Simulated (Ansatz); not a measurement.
Ansatz (an electronic-structure program) input:

Ansatz 0.2 input:
```yaml
crystal:
  lattice:
    - [3.6209760485, 0.0, 0.0]
    - [0.0, 3.6209760485, 0.0]
    - [0.0, 0.0, 5.2828436433]
  atoms:
    - { symbol: Zr, position: [0.0, 0.0, 0.0] }
    - { symbol: Zr, position: [0.5, 0.5, 0.5] }
    - { symbol: O, position: [0.0, 0.5, 0.3071659856] }
    - { symbol: O, position: [0.0, 0.5, 0.8071659856] }
    - { symbol: O, position: [0.5, 0.0, 0.1928340144] }
    - { symbol: O, position: [0.5, 0.0, 0.6928340144] }
kpoints:
  mp_grid: { grid: [6, 6, 4] }
  band_path:
    path:
      - [[0.0, 0.0, 0.0], [0.0, 0.5, 0.0], [0.5, 0.5, 0.0], [0.0, 0.0, 0.0], [0.0, 0.0, 0.5], [0.0, 0.5, 0.5], [0.5, 0.5, 0.5], [0.0, 0.0, 0.5]]  # Γ-X-M-Γ-Z-R-A-Z
      - [[0.0, 0.5, 0.0], [0.0, 0.5, 0.5]]  # X-R
      - [[0.5, 0.5, 0.0], [0.5, 0.5, 0.5]]  # M-A
      - [VBM, CBM]
    npoints: 8
basis: { xc_grid: 2 }
hamiltonian:
  xc: pbe
  pseudopotentials: { kind: paw }
magnetization: { noncollinear: true, spin_orbit: true }
scf:
  n_extra_bands: 12
  convergence: { dr2_threshold: 0.0000000001 }
  occupations: { method: gaussian, width: 0.01 }
checkpoint: { write: soc.run }
output: { eigenvalues: true }
```

Output (shortened):

```
Pseudopotential: Zr, paw_fr, valence charge 12
Pseudopotential: O, paw_fr, valence charge 6
Functional definition: PBE
non-collinear run that drives no moment, with spin-orbit …
Crystal: 6 atoms, lattice volume = 69.266 Å³
Basis set: ecut = 420 eV, 1345 PW (Γ), exchange–correlation on 50×50×72 points (8 copies of the dense FFT grid, shifted against one another)
Bands: 60, of which v1, the nominal top of the filled ones, is band 48 counted from 1 (47 counted from 0)
Symmetry: 16 space group operations + 16 with time reversal
k-points: 30 of 144
Projection manifold: j_resolved (fully-relativistic pseudo-atomic orbitals)
SCF iter   1: F=—  HF=-10649.777356 eV  |F-HF|=—  |Δ(HF+E_count)|=         —  Δρ=5.71e-2  dr2=2.08e0  dr2_m=0.00e0 (ungated)  ethr=3.10e-3  |M|=0.00e0 ∫|m|=0.00e0 μB  |m|>n=0.0e0 m-floor=0.0e0 τ_xc=0.0e0  β_m=0.30  ⟨swp⟩=6.0  Hψ=4219  notcnv=0  defer=2
preconditioner: auto → Resta (q_TF=auto, 2.567 Å⁻¹)
spin=Noncollinear: Resta preconditioning applied to the charge; magnetization (m_x, m_y, m_z) channels mix plain (no charge-response kernel on spin).
SCF iter   2: F=—  HF=-10649.583770 eV  |F-HF|=—  |Δ(HF+E_count)|=   1.94e-1  Δρ=3.98e-2  dr2=8.81e-1  dr2_m=0.00e0 (ungated)  ethr=3.10e-3  |M|=0.00e0 ∫|m|=0.00e0 μB  |m|>n=0.0e0 m-floor=0.0e0 τ_xc=0.0e0  β_m=0.53  ⟨swp⟩=1.9  Hψ=1126  notcnv=0  defer=66
SCF iter   3: F=—  HF=-10649.548116 eV  |F-HF|=—  |Δ(HF+E_count)|=   3.57e-2  Δρ=1.41e-2  dr2=1.50e-1  dr2_m=0.00e0 (ungated)  ethr=1.84e-3  |M|=0.00e0 ∫|m|=0.00e0 μB  |m|>n=0.0e0 m-floor=0.0e0 τ_xc=0.0e0  β_m=0.59  ⟨swp⟩=3.0  Hψ=1613  notcnv=0  defer=126
SCF iter   4: F=—  HF=-10649.555315 eV  |F-HF|=—  |Δ(HF+E_count)|=   7.20e-3  Δρ=3.59e-3  dr2=7.91e-3  dr2_m=0.00e0 (ungated)  ethr=3.12e-4  |M|=0.00e0 ∫|m|=0.00e0 μB  |m|>n=0.0e0 m-floor=0.0e0 τ_xc=0.0e0  β_m=0.79  ⟨swp⟩=2.2  Hψ=1338  notcnv=0  defer=126
SCF iter   5: F=—  HF=-10649.561165 eV  |F-HF|=—  |Δ(HF+E_count)|=   5.85e-3  Δρ=7.47e-4  dr2=3.95e-4  dr2_m=0.00e0 (ungated)  ethr=1.65e-5  |M|=0.00e0 ∫|m|=0.00e0 μB  |m|>n=0.0e0 m-floor=0.0e0 τ_xc=0.0e0  β_m=0.90  ⟨swp⟩=2.8  Hψ=1360  notcnv=0  defer=126
SCF iter   6: F=—  HF=-10649.561734 eV  |F-HF|=—  |Δ(HF+E_count)|=   5.69e-4  Δρ=1.50e-4  dr2=8.56e-6  dr2_m=0.00e0 (ungated)  ethr=8.23e-7  |M|=0.00e0 ∫|m|=0.00e0 μB  |m|>n=0.0e0 m-floor=0.0e0 τ_xc=0.0e0  β_m=0.95  ⟨swp⟩=2.0  Hψ=1372  notcnv=0  defer=126
SCF iter   7: F=—  HF=-10649.561749 eV  |F-HF|=—  |Δ(HF+E_count)|=   1.52e-5  Δρ=1.95e-5  dr2=1.76e-7  dr2_m=0.00e0 (ungated)  ethr=1.78e-8  |M|=0.00e0 ∫|m|=0.00e0 μB  |m|>n=0.0e0 m-floor=0.0e0 τ_xc=0.0e0  β_m=0.97  ⟨swp⟩=2.0  Hψ=1497  notcnv=0  defer=126
SCF iter   8: F=—  HF=-10649.561749 eV  |F-HF|=—  |Δ(HF+E_count)|=   1.46e-7  Δρ=3.30e-6  dr2=4.10e-9  dr2_m=0.00e0 (ungated)  ethr=3.67e-10  |M|=0.00e0 ∫|m|=0.00e0 μB  |m|>n=0.0e0 m-floor=0.0e0 τ_xc=0.0e0  β_m=0.99  ⟨swp⟩=2.4  Hψ=1578  notcnv=0  defer=126
SCF iter  10: F=-10649.561749 eV  HF=-10649.561749 eV  |F-HF|=7.28e-12  |Δ(HF+E_count)|=  4.49e-10  Δρ=8.03e-8  dr2=3.26e-12  dr2_m=0.00e0 (ungated)  ethr=1.00e-12  |M|=0.00e0 ∫|m|=0.00e0 μB  |m|>n=0.0e0 m-floor=0.0e0 τ_xc=0.0e0  ⟨swp⟩=9.4  Hψ=2506  notcnv=0
SCF 1 converged in 10 iterations: F = -10649.561749 eV  dr2 = 3.26e-12
NSCF: frozen V_eff on 40 k-points
NSCF: frozen V_eff on 40 k-points
NSCF: frozen V_eff on 40 k-points
NSCF: frozen V_eff on 40 k-points
NSCF: frozen V_eff on 19 k-points
NSCF: frozen V_eff on 10 k-points
NSCF: frozen V_eff on 21 k-points
NSCF: frozen V_eff on 12 k-points
NSCF: frozen V_eff on 22 k-points
NSCF: frozen V_eff on 7 k-points
NSCF: frozen V_eff on 11 k-points
NSCF: frozen V_eff on 11 k-points
NSCF: frozen V_eff on 5 k-points
NSCF: frozen V_eff on 84 k-points
SCF converged after 10 iterations
Magnetization: |M| = 0.0000 μB,  M = (+0.0000, +0.0000, +0.0000) μB
Absolute magnetization: 0.0000 μB (∫|m|)
  site 0: m = (+0.0000, +0.0000, +0.0000) μB, |m| = 0.0000 μB  (R = 0.86 Å)
  site 1: m = (+0.0000, +0.0000, +0.0000) μB, |m| = 0.0000 μB  (R = 0.86 Å)
  site 2: m = (+0.0000, +0.0000, +0.0000) μB, |m| = 0.0000 μB  (R = 0.86 Å)
  site 3: m = (+0.0000, +0.0000, +0.0000) μB, |m| = 0.0000 μB  (R = 0.86 Å)
  site 4: m = (+0.0000, +0.0000, +0.0000) μB, |m| = 0.0000 μB  (R = 0.86 Å)
  site 5: m = (+0.0000, +0.0000, +0.0000) μB, |m| = 0.0000 μB  (R = 0.86 Å)
Free energy (F): -10649.561749 eV
Harris-Foulkes:  -10649.561749 eV  (|F-HF|=7.28e-12)
Internal energy: -10649.561749 eV  (E = F + TS)
E sigma→0 (E₀):  -10649.561749 eV
Fermi energy:    12.738742 eV
--- Per-component energies (eV) ---
  E_band       = -163.034343
  E_kinetic    = 1372.159400
  E_local      = -2392.144234  (includes V_loc(G=0)·N_el)
  E_nonlocal   = 343.122269
  E_hartree    = 789.078457
  E_xc         = -622.836207
  E_vxc        = -764.166977  (∫ρ·V_xc dr)
  E_paw        = -6539.341528  (= ΣΔE_a)
  E_vpaw       = -300.171773  (= ΣTr[D̂ρ^β])
  E_aug_tail   = 0.010040  (compensation charges beyond the density's cutoff)
  E_ewald      = -3599.609946
  E_smearing   =  0.000000  (= −TS)
  E_closure    =  0.000000  (closes the sum)
  Σ components = -10649.561749   (vs F -10649.561749, Δ=0.00e0)
  [band-id]    e_kinetic+e_local+e_nonlocal+2·e_hartree+e_vxc+e_vpaw+e_augmentation_tail = -163.034362   (vs E_band -163.034343, Δ=-1.92e-5)
--- Band table (eV; the first three rows and the last of 30) ---
  k-point 0: bands = ["-36.7312", "-36.7312", "-36.6861", "-36.6861", "-16.0994", "-16.0994", "-15.8426", "-15.8426", "-14.5250", "-14.5250", "-14.1952", "-14.1952", "-14.0869", "-14.0869", "-14.0554", "-14.0554", "-6.6844", "-6.6844", "-5.5148", "-5.5148", …
  k-point 1: bands = ["-36.7246", "-36.7246", "-36.6927", "-36.6927", "-16.0611", "-16.0611", "-15.8793", "-15.8793", "-14.4702", "-14.4702", "-14.1752", "-14.1752", "-14.1617", "-14.1617", "-14.0761", "-14.0761", "-6.4511", "-6.4511", "-5.4017", "-5.4017", …
  k-point 2: bands = ["-36.7087", "-36.7087", "-36.7087", "-36.7087", "-15.9694", "-15.9694", "-15.9694", "-15.9694", "-14.3261", "-14.3261", "-14.3261", "-14.3261", "-14.1257", "-14.1257", "-14.1257", "-14.1257", "-5.8763", "-5.8763", "-5.8763", "-5.8763", …
  k-point 29: bands = ["-36.6778", "-36.6778", "-36.6778", "-36.6778", "-16.1420", "-16.1420", "-16.1420", "-16.1420", "-14.5793", "-14.5793", "-14.5793", "-14.5793", "-14.3312", "-14.3312", "-14.3312", "-14.3312", "-5.0562", "-5.0562", "-5.0562", "-5.0562", …
```

Cost: roughly 3 core-minutes on shared cores.

Space group P4_2/nmc. This is a known high-temperature phase of the composition, computed here at zero pressure and temperature. The PBE relaxation kept the symmetry of its start; whether a distortion lowers the energy is not shown. No spin polarisation was allowed.

Potentials: the later of the program's two PAW sets.

Ansatz is a plane-wave DFT program.
